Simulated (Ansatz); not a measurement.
# Relaxing a structure of ReSe$_{2}$

The start is a relaxed ReSe2 cell, doubled along one cell vector, shaken by Gaussian noise of σ = 0.08 Å a coordinate. The cell and all atomic positions are relaxed at zero pressure with r2SCAN (plane waves to 500 eV, PAW, scalar-relativistic; Ansatz, a quantum-chemistry and plane-wave program). The first steps use a coarse 5×4×4 k-mesh.

Initial structure:
```yaml
crystal:
  lattice:
    - [5.39200, 0.00000, 0.00000]
    - [0.00000, 6.16050, 0.00000]
    - [0.00000, 0.00000, 6.80284]
  atoms:
    - { symbol: Re, position: [0.52650, 0.49602, 0.23874] }
    - { symbol: Re, position: [0.49555, 0.52002, 0.75640] }
    - { symbol: Re, position: [0.00664, 0.01926, 0.99764] }
    - { symbol: Re, position: [0.00135, 0.00390, 0.48729] }
    - { symbol: Se, position: [0.73062, 0.86641, 0.27185] }
    - { symbol: Se, position: [0.69499, 0.85115, 0.75471] }
    - { symbol: Se, position: [0.19322, 0.63160, 0.01640] }
    - { symbol: Se, position: [0.21031, 0.62886, 0.52140] }
    - { symbol: Se, position: [0.80859, 0.38375, 0.97885] }
    - { symbol: Se, position: [0.78340, 0.35874, 0.50585] }
    - { symbol: Se, position: [0.28883, 0.13338, 0.24474] }
    - { symbol: Se, position: [0.29839, 0.14004, 0.74990] }
```

How large is the pressure on the unrelaxed cell, and of which sign?

+4 GPa (positive: the cell is compressed).

How much energy is released per atom?

0.20 eV/atom.

Does it find its way back to the structure it was made from?

It does not go back: it reaches P2₁2₁2 (No. 18), 0.08 eV/atom below the parent.

Give the final cell and atomic positions.


```cif
data_Re4Se8
_chemical_formula_sum 'Re4 Se8'
_space_group_name_H-M_alt 'P21212'
_space_group_IT_number 18
_space_group_name_Hall 'P 2 2ab'
_cell_length_a 5.32347
_cell_length_b 6.16941
_cell_length_c 6.88867
_cell_angle_alpha 90.000
_cell_angle_beta 90.000
_cell_angle_gamma 90.000
loop_
_space_group_symop_operation_xyz
  'x, y, z'
  '-x, -y, z'
  'x+1/2, -y+1/2, -z'
  '-x+1/2, y+1/2, -z'
loop_
_atom_site_label
_atom_site_type_symbol
_atom_site_symmetry_multiplicity
_atom_site_Wyckoff_symbol
_atom_site_fract_x
_atom_site_fract_y
_atom_site_fract_z
_atom_site_occupancy
Re1 Re 2 a 0.00000 0.00000 0.90493 1
Re2 Re 2 a 0.00000 0.00000 0.34709 1
Se1 Se 4 c 0.31336 0.14046 0.12183 1
Se2 Se 4 c 0.27889 0.13370 0.62832 1
```

Final values are on a 9×8×7 k-mesh of the relaxed cell. No spin polarisation in the result.

The relaxed structure here is a generated cell of ReSe2: the first start was made by placing the elements on the sites of a structure type, and the end was not matched to a known phase here, so it may be hypothetical.
